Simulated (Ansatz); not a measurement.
Input, command and steps of an Ansatz relaxation.

```yaml
crystal:
  lattice:
    - [-3.0215490198, 3.0215490198, 1.6617436199]
    - [3.0215490198, -3.0215490198, 1.6617436199]
    - [3.0215490198, 3.0215490198, -1.6617436199]
  atoms:
    - { symbol: Sn, position: [0.75, 0.25, 0.5] }
    - { symbol: Sn, position: [0.0, 0.0, 0.0] }
basis:
  ecutwfc: 500
kpoints:
  mp_grid: { grid: [14, 14, 14] }
hamiltonian:
  xc: r2scan
scf:
  occupations: { method: gaussian, width: 0.1 }
output:
  forces: true
  stress: true
  eigenvalues: true
relax:
  adjacent_minimum: "off"
  f_tol: 0.01
  max_steps: 30
  cell: { stress_tol: 0.1, fix: [volume] }
```

```bash
ansatz run input.yaml --threads 1 --pin off --max-ram 2560MiB --backend cpu --events-out ev --progress --plain --runs-dir out
```

Computed with DFT r2SCAN, scalar-relativistic, plane waves, PAW in Ansatz 0.2.0.

The volume is held at 1.1 times that of the relaxed cell.

Of 4 frames 3 are shown, positions in Å and forces in eV/Å; the SCF threshold varies from step to step. Steps run on the plane waves of an earlier cell, with a Pulay correction in the pressure. The basis is chosen afresh for the last frame, the zero of the energies, and at times for earlier ones too; energy and pressure step there, also at an unchanged geometry.

```xyz
2
Lattice="-3.0215 3.0215 1.6617 3.0215 -3.0215 1.6617 3.0215 3.0215 -1.6617" Properties=species:S:1:pos:R:3:forces:R:3 pbc="T T T" step=1 free_energy_over_end_meV_per_atom=0.15 pressure_GPa=-4.08
Sn    0.0000    3.0215    0.8309    0.0000    0.0000    0.0000
Sn    0.0000    0.0000    0.0000    0.0000    0.0000    0.0000
2
Lattice="-3.0189 3.0189 1.6647 3.0189 -3.0189 1.6647 3.0189 3.0189 -1.6647" Properties=species:S:1:pos:R:3:forces:R:3 pbc="T T T" step=2 free_energy_over_end_meV_per_atom=0.07 pressure_GPa=-4.07
Sn    0.0000    3.0189    0.8323    0.0000    0.0000    0.0000
Sn    0.0000    0.0000    0.0000    0.0000    0.0000    0.0000
2
Lattice="-3.0101 3.0101 1.6745 3.0101 -3.0101 1.6745 3.0101 3.0101 -1.6745" Properties=species:S:1:pos:R:3:forces:R:3 pbc="T T T" step=4 free_energy_over_end_meV_per_atom=0.00 pressure_GPa=-4.05
Sn    0.0000    3.0101    0.8372    0.0000    0.0000    0.0000
Sn    0.0000    0.0000    0.0000    0.0000    0.0000    0.0000
```

It took 96 s on 1 thread of Intel(R) Xeon(R) Platinum 8488C (Sapphire Rapids), with other jobs on the host, peak memory 0.8 GiB.